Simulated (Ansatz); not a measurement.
**ZrSi, first-principles data**

ZrSi:
```
CELL_PARAMETERS angstrom
      1.85280    -4.90949     0.00000
      1.85280     4.90949     0.00000
      0.00000     0.00000     3.71784
ATOMIC_POSITIONS crystal
  Zr 0.64534 0.35466 0.75000
  Zr 0.35466 0.64534 0.25000
  Si 0.92137 0.07863 0.75000
  Si 0.07863 0.92137 0.25000
```

Space group Cmcm (No. 63); conventional cell a = 3.7056 Å, b = 9.8190 Å, c = 3.7178 Å, α = 90.00°, β = 90.00°, γ = 90.00°.

Method: plane-wave PAW LDA (Ansatz code). The cell and atoms are relaxed at this level. Other levels are named where they apply.

Cell and energy:

Volume per atom: 16.91 Å³
Density: 5.86 g/cm³
Formation energy from the elements (no fitted shifts): -1.02 eV/atom

Electronic structure:

* **Electronic character**: metallic (no gap)
* **Density of states at the Fermi level**: 0.25 states/eV per atom (mean over ±0.08 eV)

Mechanics:

- Bulk modulus (Birch–Murnaghan fit): 1580 kbar
- Pressure derivative B′: 4.1
- Elastic constants (relaxed ions, GPa): C11 = 244, C22 = 361, C33 = 276, C12 = 72.5, C13 = 132, C23 = 70.7, C44 = 83.4, C55 = 167, C66 = 89.4
- Mechanical stability: stable (all eigenvalues of C positive)
- Hill bulk and shear moduli: 159 and 102 GPa
- Young's modulus: 252 GPa
- Poisson's ratio: 0.24
- Debye temperature from the elastic constants: 537 K

Phonons:

- Highest zone-centre frequency: 411 cm⁻¹
- Zone-centre stability: no imaginary mode at Γ

The workflow started from a Materials Project entry (that database holds measured and hypothetical structures alike); the Crystallography Open Database files this formula in space group No. 63, but the cells were not matched. Whether it is the stable phase at ambient conditions was not checked. Symmetry was held in the LDA relaxation. No spin polarisation was allowed. As this level gives no gap, shear constants depend on the k-mesh and smearing (Fermi–Dirac, 0.1 eV here). As this level gives no gap, phonon frequencies hold no LO–TO term and depend on the k-mesh and smearing (Fermi–Dirac, 0.1 eV here). The references are the lowest solids computed at this level, not always the standard phases. Spin–orbit coupling is left out wherever it is not named.

Potentials: the later of the program's two PAW sets.
